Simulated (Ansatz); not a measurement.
CdTe (CsCl type, Pm-3m) under volume change, DFT-PBEsol in the program Ansatz with PAW potentials, scaled uniformly.

```tsv
V (Å³/atom)	E − E(relaxed) (meV/atom)	P (GPa)
23.092	43.1	6.63
23.853	18.0	4.01
24.615	4.2	1.83
25.376	0.0	0.01
26.137	[?]	[?]
26.898	[?]	[?]
27.660	30.1	-3.88
```

What belongs in the gaps?


- 26.137, E − E(relaxed) (meV/atom): 3.7
- 26.137, P (GPa): -1.53
- 26.898, E − E(relaxed) (meV/atom): 14.1
- 26.898, P (GPa): -2.81

What does a third-order Birch–Murnaghan fit give for V₀, B₀ and B′?

V₀ = 25.38 Å³/atom, B₀ = 55.7 GPa, B′ = 4.9.

The start of the workflow was typed in or built on a structure type; neither database checked (COD, Materials Project) lists it. It is not the phase usual at ambient conditions (space group No. 216). Symmetry was held in the PBEsol relaxation. At this level the phase is mechanically unstable. Scalar-relativistic: spin–orbit coupling is off unless named, which matters more the heavier the elements.

Potentials: the later of the program's two PAW sets.
